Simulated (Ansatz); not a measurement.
MgVCrP₂O₈F₂: do the settings matter for the field gradients?

Cell: a Materials Project structure (computed, not necessarily an observed phase).

Space group P-1 (No. 2); a = 5.1477, b = 5.4639, c = 7.3937 Å, α = 110.88°, β = 108.11°, γ = 91.84°.

| site | Wyckoff | site symmetry | x | y | z |
| --- | --- | --- | --- | --- | --- |
| Mg | 1f | -1 | 0.5000 | 0.0000 | 0.5000 |
| V | 1a | -1 | 0.0000 | 0.0000 | 0.0000 |
| Cr | 1h | -1 | 0.5000 | 0.5000 | 0.5000 |
| P | 2i | 1 | 0.8879 | 0.6048 | 0.2473 |
| O6 | 2i | 1 | 0.8506 | 0.7674 | 0.1135 |
| O7 | 2i | 1 | 0.1930 | 0.6907 | 0.4084 |
| O8 | 2i | 1 | 0.6849 | 0.6832 | 0.3713 |
| O9 | 2i | 1 | 0.1719 | 0.6958 | 0.8684 |
| F | 2i | 1 | 0.6434 | 0.8557 | 0.7312 |

One atom of each set is listed.

Reference run. Computed with Ansatz: DFT, PBE, plane waves and PAW, scalar-relativistic, collinear spin, 420 eV cutoff, Γ-centred 5×5×4 k-points, Fermi–Dirac smearing 0.02 eV. Start moments as typed (μB): 2 on each V, 3 on each Cr, none on the rest.

**Question.** The input is changed as follows: `scf.lower_state_search`: not typed → off; `basis.ecutrho_ratio`: not typed → 12. What happens to V_zz (10²¹ V/m²) and η?

**Answer.** 

| site | V_zz reference | η reference | V_zz changed | η changed |
| --- | --- | --- | --- | --- |
| Mg | 1.53 | 0.67 | 1.53 | 0.67 |
| V | -2.74 | 0.95 | -2.74 | 0.95 |
| Cr | 4.37 | 0.08 | 4.37 | 0.08 |
| P | -2.41 | 0.66 | -2.42 | 0.66 |
| O6 | 10.27 | 0.08 | 10.28 | 0.08 |
| O7 | 10.15 | 0.54 | 10.15 | 0.54 |
| O8 | 10.30 | 0.58 | 10.30 | 0.58 |
| O9 | 9.96 | 0.15 | 9.96 | 0.15 |
| F | 9.22 | 0.94 | 9.24 | 0.94 |

No V_zz moves by more than 0.02. SCF iterations: 23 and 21.

On the reference run: The largest force is 0.6 eV/Å, so the atoms aren't at the calculated equilibrium and relaxing them would move these values. The program didn't check the stability of this electronic state in full, so a lower one may lie near. With a gap of 0.2 eV on this mesh, the gradients can still move by some per cent as the k-mesh gets denser. All moments are parallel here, as the start or the cell imposes; many such compounds order antiparallel, where fields and spin densities carried over to other atoms largely cancel. The magnetic order is the one that the run reached from its start moments, not necessarily the measured one.
